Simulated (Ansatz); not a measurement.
CdF2:
```xyz
3
Lattice="0.0000 2.7407 2.7407 2.7407 0.0000 2.7407 2.7407 2.7407 0.0000" Properties=species:S:1:pos:R:3 pbc="T T T"
Cd     0.0000     0.0000     0.0000
F      1.3704     1.3704     1.3704
F      4.1111     4.1111     4.1111
```

Relaxed with PBE. Special points in fractions of this cell's reciprocal vectors: Γ (0.000, 0.000, 0.000); X (0.500, 0.000, 0.500); U (0.625, 0.250, 0.625); K (0.375, 0.375, 0.750); L (0.500, 0.500, 0.500); W (0.500, 0.250, 0.750).

Task: List the band energies nearest the valence-band maximum at these points for DFT-PBE in the program Ansatz with PAW potentials.

Result: In eV from the valence-band maximum; about four levels below and three above (degenerate sets whole), none deeper than 8.9 eV; … stands for higher levels left out; points with the same levels are listed once.

| k | below | above |
|---|---|---|
| Γ | -0.85 -0.85 -0.85 -0.56 -0.56 -0.56 | 2.92 … |
| X | -2.69 -2.69 -0.42 -0.08 -0.08 | 7.60 9.40 … |
| U | -2.21 -0.84 -0.30 -0.20 | 7.56 10.43 … |
| L | -1.65 -1.65 -0.43 -0.43 | 6.81 8.98 … |
| W | -1.42 -1.42 -0.50 0.00 | 7.66 … |

Space group Fm-3m (fluorite). The cell was relaxed with PBE under the symmetry of its start. Scalar-relativistic: spin–orbit coupling is off unless named, which matters more the heavier the elements.

Potentials: the later of the program's two PAW sets.
